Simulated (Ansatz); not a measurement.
ZnInGaO4 (InGaZnO4 type, space group R3m)

```
ZnInGaO4
1.0
    1.65535     0.95571     8.58736
   -1.65535     0.95571     8.58736
    0.00000    -1.91143     8.58736
In Ga Zn O
1 1 1 4
Cartesian
  0.00000   0.00000  25.68298
  0.00000   0.00000   5.48474
  0.00000   0.00000  20.12680
  0.00000   0.00000   3.51683
  0.00000   0.00000  22.64419
  0.00000   0.00000   7.43569
  0.00000   0.00000  18.15710
```

The slice is a (1 -1 0 2) plane (indices of the conventional cell) through the point (0.781, 0.781, 0.781) (fractional), spanned by u = [1 0 -1] and v = [010] in vectors of this cell: u (3.31 Å) and v (8.80 Å, at 90° to u). It covers one period; positions are fractions (u, v).

Computed with r2SCAN (plane waves to 500 eV, PAW, scalar-relativistic; Ansatz, a program for electronic structure). k mesh 12×12×12. Inside the PAW spheres the values are not all-electron values, and peaks at nuclei hang on which shells count as valence. ZnInGaO4 was relaxed with its symmetry unable to fall.

Q: Around which element is the density of the lowest conduction band (whole band as if filled, smooth part) largest on this plane?

A: O. Mean over a disc round each atom, of radius 0.45 times the shortest bond: O 0.073, Zn 0.009 e/Å³.

Q: Around which element is the density of the highest valence band (whole band, smooth part) largest on this plane?

A: O. Mean over a disc round each atom, of radius 0.45 times the shortest bond: O 0.065, Zn 0.014 e/Å³.

Q: Predict the map of the electron localisation function (ELF) on the slice.

A: 
| v \ u | 0.00 | 0.11 | 0.22 | 0.33 | 0.44 | 0.56 | 0.67 | 0.78 | 0.89 |
|---|---|---|---|---|---|---|---|---|---|
| 0.92 | 0.11 | 0.13 | 0.12 | 0.08 | 0.04 | 0.04 | 0.08 | 0.12 | 0.13 |
| 0.83 | 0.83 | 0.80 | 0.61 | 0.24 | 0.03 | 0.03 | 0.24 | 0.61 | 0.80 |
| 0.75 | 0.81 | 0.82 | 0.69 | 0.27 | 0.05 | 0.05 | 0.27 | 0.69 | 0.82 |
| 0.67 | 0.23 | 0.19 | 0.09 | 0.06 | 0.11 | 0.11 | 0.06 | 0.09 | 0.19 |
| 0.58 | 0.09 | 0.09 | 0.35 | 0.76 | 0.80 | 0.80 | 0.76 | 0.35 | 0.09 |
| 0.50 | 0.04 | 0.15 | 0.64 | 0.81 | x | x | 0.81 | 0.64 | 0.15 |
| 0.42 | 0.09 | 0.06 | 0.09 | 0.30 | 0.45 | 0.45 | 0.30 | 0.09 | 0.06 |
| 0.33 | 0.78 | 0.74 | 0.29 | 0.15 | 0.05 | 0.05 | 0.15 | 0.29 | 0.74 |
| 0.25 | 0.81 | 0.80 | 0.44 | 0.16 | 0.12 | 0.12 | 0.16 | 0.44 | 0.80 |
| 0.17 | 0.23 | 0.15 | 0.06 | 0.15 | 0.35 | 0.35 | 0.15 | 0.06 | 0.15 |
| 0.08 | 0.14 | 0.15 | 0.12 | 0.49 | 0.72 | 0.72 | 0.49 | 0.12 | 0.15 |
| 0.00 | x | x | 0.12 | 0.13 | 0.38 | 0.38 | 0.13 | 0.12 | x |

Values: electron localisation function (ELF). Points within 0.4 Å of a nucleus are blanked (x), as the pseudised field means little there.
